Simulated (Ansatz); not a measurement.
GaSb:
```
GaSb
1.0
    0.00000     2.86925     2.86925
    2.86925     0.00000     2.86925
    2.86925     2.86925     0.00000
Sb Ga
1 1
Direct
  0.00000   0.00000   0.00000
  0.50000   0.50000   0.50000
```

Relaxed with r²SCAN. Special points in fractions of this cell's reciprocal vectors: Γ (0.000, 0.000, 0.000); X (0.500, 0.000, 0.500); U (0.625, 0.250, 0.625); K (0.375, 0.375, 0.750); L (0.500, 0.500, 0.500); W (0.500, 0.250, 0.750).

Problem. List the band energies nearest the Fermi level at these points for r²SCAN with spin–orbit coupling in the plane-wave PAW code Ansatz.

Solution. In eV from the Fermi level; about four levels below and three above (degenerate sets whole), none deeper than 8.9 eV; points with the same levels are listed once.

```json
[
 {"k": "Γ", "below": "-0.28 -0.28", "above": "0.40 0.40 0.40 0.40"},
 {"k": "X", "below": "-2.66 -2.66 -2.33 -2.33", "above": "3.49 3.49 9.40 9.40"},
 {"k": "U", "below": "-1.81 -1.81 -0.53 -0.53", "above": "5.92 5.92 6.63 6.63"},
 {"k": "L", "below": "-7.69 -7.69", "above": "0.29 0.29 0.80 0.80"},
 {"k": "W", "below": "-4.33 -4.33 -4.13 -4.13", "above": "2.42 2.42 3.67 3.67"}
]
```

Space group Fm-3m (rock salt). The start of the workflow was typed in or built on a structure type; neither database checked (COD, Materials Project) lists it. It is not the phase usual at ambient conditions (space group No. 216). The r²SCAN relaxation kept the symmetry of its start; its stability against distortions is not shown here.

Potentials: the later of the program's two PAW sets.
